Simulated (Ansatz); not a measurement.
**AlBN₂, first-principles data**

AlBN2:
```yaml
crystal:
  lattice:
    - [-2.05247, 2.05247, 3.84293]
    - [2.05247, -2.05247, 3.84293]
    - [2.05247, 2.05247, -3.84293]
  atoms:
    - { symbol: Al, position: [0.00000, 0.00000, 0.00000] }
    - { symbol: Al, position: [0.75000, 0.25000, 0.50000] }
    - { symbol: B, position: [0.50000, 0.50000, 0.00000] }
    - { symbol: B, position: [0.25000, 0.75000, 0.50000] }
    - { symbol: N, position: [0.37500, 0.43102, 0.55602] }
    - { symbol: N, position: [0.56898, 0.12500, 0.94398] }
    - { symbol: N, position: [0.87500, 0.81898, 0.44398] }
    - { symbol: N, position: [0.18102, 0.62500, 0.05602] }
```

Space group I-42d (No. 122), chalcopyrite; conventional cell a = b = 4.1049 Å, c = 7.6859 Å, α = β = γ = 90.00°.

Method: PBE (plane waves, PAW; program Ansatz). Geometry: relaxed at this level of theory. Other levels are named where they apply.

Cell and energy:

- Volume per atom: 8.09 Å³
- Density: 3.37 g/cm³
- Formation energy from the elements (no fitted shifts): -1.03 eV/atom

Electronic structure:

- Band gap = 2.89 eV (direct)
- Valence-band maximum = at Γ
- Conduction-band minimum = at Γ
- Electron effective mass = 0.36, 0.36, 0.44 mₑ (principal values)
- Hole effective mass = 0.38, 0.90, 0.90 mₑ (principal values)

Mechanics:

- Bulk modulus (Birch–Murnaghan fit) = 258 GPa
- Pressure derivative B′ = 3.7

The start of the workflow was typed in or built on a structure type; neither database checked (COD, Materials Project) lists it. Its standing as an ambient phase is unchecked. The PBE relaxation kept the symmetry of its start; its stability against distortions is not shown here. The volume moved by -17 % from the start of the relaxation. The references are the lowest solids computed at this level, not always the standard phases (solids in place of the gases).

Potentials: the later of the program's two PAW sets.
